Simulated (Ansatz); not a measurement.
CsI (CsCl type, space group No. 221), DFT-r²SCAN in the program Ansatz with PAW potentials. The conduction-band minimum lies at Γ, with 1 equivalent valley. Second derivatives d²E/dk² of the lowest band at one valley (eV·Å²), along Cartesian directions:

```csv
direction,d²E/dk²
[100],25.86
[010],25.86
[001],25.86
[110],25.87
[101],25.87
[011],25.87
```

### Question
Find the principal effective masses, the density-of-states mass and the conductivity mass.

### Answer
Off-diagonal terms follow from H_xy = H[110] − (H_xx + H_yy)/2, and m*/mₑ = 7.620 eV·Å² over each eigenvalue: 0.29, 0.29, 0.29. One valley's DOS mass (m₁m₂m₃)^(1/3) = 0.29, conductivity mass 3/(Σ 1/mᵢ) = 0.29 mₑ.

### Question
What effective density of states Nc follows at 300 K for parabolic valleys?

### Answer
Nc = 2.509e19 × 1 × (0.29)^(3/2) ≈ 3.9e18 cm⁻³.

Space group Pm-3m (CsCl type). The r²SCAN relaxation kept the symmetry of its start. Scalar-relativistic: spin–orbit coupling is off unless named, which matters more the heavier the elements.

Potentials: the later of the program's two PAW sets.

Edges and masses are those of Kohn–Sham bands, whose gap is no quasiparticle gap.
